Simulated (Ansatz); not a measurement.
ScCu:
```
ScCu
1.0
    3.23736     0.00000     0.00000
    0.00000     3.23736     0.00000
    0.00000     0.00000     3.23736
Sc Cu
1 1
Direct
  0.50000   0.50000   0.50000
  0.00000   0.00000   0.00000
```

Relaxed with r²SCAN. Special points in fractions of this cell's reciprocal vectors: Γ (0.000, 0.000, 0.000); X (0.000, 0.500, 0.000); M (0.500, 0.500, 0.000); R (0.500, 0.500, 0.500).

### Question
List the band energies nearest the Fermi level at these points for r²SCAN in the plane-wave PAW code Ansatz.

### Answer
In eV from the Fermi level; about four levels below and three above (degenerate sets whole), none deeper than 8.9 eV; points with the same levels are listed once.

| k | below | above |
|---|---|---|
| Γ | -4.01 -4.01 -3.08 -3.08 -3.08 | 0.73 0.73 3.48 3.48 3.48 |
| X | -3.20 -3.20 -2.98 -2.16 | 0.52 1.59 1.59 |
| M | -3.43 -3.43 -2.72 -1.83 | 0.03 0.03 1.14 |
| R | -2.71 -2.71 -1.55 -1.55 -1.55 | 3.43 4.26 4.26 |

Space group Pm-3m (CsCl type). The workflow started from a Materials Project entry (that database holds measured and hypothetical structures alike); the Crystallography Open Database files this formula in space group No. 221, but the cells were not matched. Its standing as an ambient phase is unchecked. Symmetry was held in the r²SCAN relaxation; its stability against distortions is not shown here. The run is not spin-polarised.

Potentials: the later of the program's two PAW sets.
